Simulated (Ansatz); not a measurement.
Below is a relaxed structure of Al5Cu. The cell was found from a structure generator's guess, not taken from experiment.

Computed with Ansatz 0.2.0, DFT PBE, scalar-relativistic, plane waves, PAW. Cutoff 420 eV, Γ-centred mesh, Gaussian smearing, no spin polarisation.

```yaml
crystal:
  lattice:
    - [2.83527, 0.00000, 0.00000]
    - [-1.41764, 2.45542, 0.00000]
    - [0.00000, 0.00000, 13.51612]
  atoms:
    - { symbol: Al, position: [0.33333, 0.66667, 0.65040] }
    - { symbol: Al, position: [0.33333, 0.66667, 0.00000] }
    - { symbol: Al, position: [0.33333, 0.66667, 0.34960] }
    - { symbol: Al, position: [0.66667, 0.33333, 0.82453] }
    - { symbol: Al, position: [0.66667, 0.33333, 0.17547] }
    - { symbol: Cu, position: [0.66667, 0.33333, 0.50000] }
```

The zero of energy is the elements' standard structures at the same level; no fitted shifts are applied.

**Question.** Find its symmetry and describe it.

**Answer.** P-6m2 (No. 187), with Al and Cu ordered on hcp sites. Conventional cell: a = 2.835 Å, c = 13.516 Å. Al on a site of symmetry 3m has 3 Cu at 2.61 Å and 9 Al at 2.84–2.87 Å; Al on a site of symmetry -6m2 has 12 Al at 2.84–2.88 Å; Al on a second site of symmetry 3m is surrounded by 12 Al at 2.84–2.88 Å; Cu has 6 Al at 2.61 Å and 6 Cu at 2.84 Å.

**Question.** How far does it lie from the elements in energy?

**Answer.** 0.00 eV/atom. The formation energy is too near zero to say whether this cell lies below the elements.

**Question.** Is it a metal?

**Answer.** Yes, bands cross the Fermi level on the 18×18×4 mesh.

The last run used an 18×18×4 mesh (in the run's order of axes) for its 6-atom cell and Gaussian smearing of 0.10 eV. The k mesh leaves some 4 meV/atom of noise in the energy of each metallic cell. A later test with randomly moved atoms led to a structure 23 meV/atom lower, so this end is a saddle point or a shallow minimum.
